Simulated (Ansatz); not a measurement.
Consider a crystal of Ga3Se in space group P4/mmm (No. 123), with Ga on 1c and 2g; Se on 1b.

Theory: DFT PBE, scalar-relativistic, plane waves, PAW (Ansatz 0.2.0). Cutoff 420 eV, Γ-centred mesh, Gaussian smearing, no spin polarisation.

The zero of energy is the elements' standard structures at the same level; no fitted shifts are applied.

Problem. Predict the relaxed structure.

Solution.

Space group P4/mmm (No. 123). a = 2.793 Å, b = 2.793 Å, c = 10.468 Å, α = 90.00°, β = 90.00°, γ = 90.00°
```json
{"atom": "Ga", "site": "1c", "symmetry": "4/mmm", "x": "0.5000", "y": "0.5000", "z": "0.0000"}
{"atom": "Ga", "site": "2g", "symmetry": "4mm", "x": "0.0000", "y": "0.0000", "z": "0.7712"}
{"atom": "Se", "site": "1b", "symmetry": "4/mmm", "x": "0.0000", "y": "0.0000", "z": "0.5000"}
```

Around Ga on a site of symmetry 4/mmm lie 4 Ga at 2.79 Å and 8 Ga at 3.10 Å; Ga on a site of symmetry 4mm has 4 Ga at 2.79 Å, 1 Se at 2.84 Å and 4 Ga at 3.10 Å; Se is surrounded by 4 Se at 2.79 Å and 2 Ga at 2.84 Å. Another local minimum with the same sites may exist.

Problem. And its energy and gap?

Solution. The formation energy is +0.02 eV/atom and the gap on the 16×16×6 mesh of the 4-atom cell is 0 eV (a metal). The formation energy is too near zero to say whether this cell lies below the elements.

The last run used Gaussian smearing of 0.10 eV. The k mesh leaves some 4 meV/atom of noise in the energy of each metallic cell. An odd number of electrons in the primitive cell allows no gap without spin; a larger cell or a magnetic state could open one. The reference form of Se is held partly by dispersion forces, which this level lacks. Symmetry constrained the relaxation, so the result can be a saddle point. Another cell of Ga3Se relaxed alike, in R-3m, lies 167 meV/atom lower, so this cell isn't the stable form at this level.
